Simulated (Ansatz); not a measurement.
Values for one crystal, relaxed and computed with plane-wave PAW PBE (Ansatz code); other levels are named.

```yaml
volume_per_atom: 21.76 Å³
band_gap: 1.45 eV (indirect)
smallest_direct_gap_on_the_standard_path: 1.67 eV
conduction_band_minimum: off the standard path, at k = (-0.042, 0.292, -0.375)
Formation energy from the elements (no fitted shifts): -0.89 eV/atom
valence_band_maximum: at T
```

**Question.** Which compound is it?
A) MoS2, R3m (Mo on 3a, S on 3a, S on 3a)
B) MoSe2, P6_3/mmc (Mo on 2c, Se on 4f)
C) La2O3, La2O3 or Ni2Al3 type
D) WSe2, P6_3/mmc (W on 2c, Se on 4f)

**Answer.** A, MoS2, R3m (Mo on 3a, S on 3a, S on 3a)

Symmetry was held in the PBE relaxation. The run is not spin-polarised. A crystal of weakly bound layers computed without a dispersion correction: the cell and the soft elastic constants depend strongly on that. The references are the lowest solids computed at this level, not always the standard phases. Spin–orbit coupling is left out wherever it is not named.

Potentials: the earlier of the program's two PAW sets.
